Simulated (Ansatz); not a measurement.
## NbSb: levels along high-symmetry lines

```yaml
crystal:
  lattice:
    - [0.00000, 3.14703, 3.14703]
    - [3.14703, 0.00000, 3.14703]
    - [3.14703, 3.14703, 0.00000]
  atoms:
    - { symbol: Nb, position: [0.00000, 0.00000, 0.00000] }
    - { symbol: Sb, position: [0.25000, 0.25000, 0.25000] }
```

Atom numbers follow the list: Nb1, Sb2.

The conventional cell has a = 6.294 Å, b = 6.294 Å, c = 6.294 Å, α = 90.00°, β = 90.00°, γ = 90.00°. Nb (atom 1) is surrounded by 4 Sb at 2.73 Å. Sb (atom 2) is surrounded by 4 Nb at 2.73 Å.

The structure comes from a relaxation in the same program, started in the zincblende type, and has space group F-43m. Whether it is a known phase or the ground state wasn't checked.

Level of theory: DFT, PBE, all-electron LAPW, Dirac equation with spin-orbit coupling (Ansatz 0.2.0).

Sampling and basis: a Γ-centred 10×10×10 k mesh, Fermi–Dirac smearing of 0.05 eV, basis error target 1 meV/atom, no spin polarisation.

Points in fractions of the reciprocal vectors of this cell: Γ (0, 0, 0), X (-0.5, -0.5, 0), U (-0.375, -0.375, 0.25), K (-0.375, 0, 0.375), L (0, 0, 0.5), W (-0.5, -0.25, 0.25). The path joins them by straight lines in the order Γ–X–U–K–Γ–L–W–X; legs that retrace an earlier one aren't tabulated. Energies are in eV from the Fermi level.

Q: List the levels at W between -5 and 5 eV.

A: -3.28, -3.12, -3.06, -2.82, -1.67, -1.59, -0.81 (×2), -0.03, 0.09, 0.48, 0.49, 1.21, 1.25, 2.15, 2.17.

Q: List the levels at U between -5 and 5 eV.

A: -3.56 (×2), -2.47, -2.38, -1.87, -1.85, -0.75, -0.70, 0.14, 0.20, 0.54, 0.61, 1.43, 1.52, 1.85, 1.90.

Q: List the levels at K between -5 and 5 eV.

A: -3.56 (×2), -2.47, -2.38, -1.87, -1.85, -0.75, -0.70, 0.14, 0.20, 0.54, 0.61, 1.43, 1.52, 1.85, 1.90.

Q: What is the band gap?

A: None at this level of theory (metallic, semimetallic, or a small gap that the functional closes).
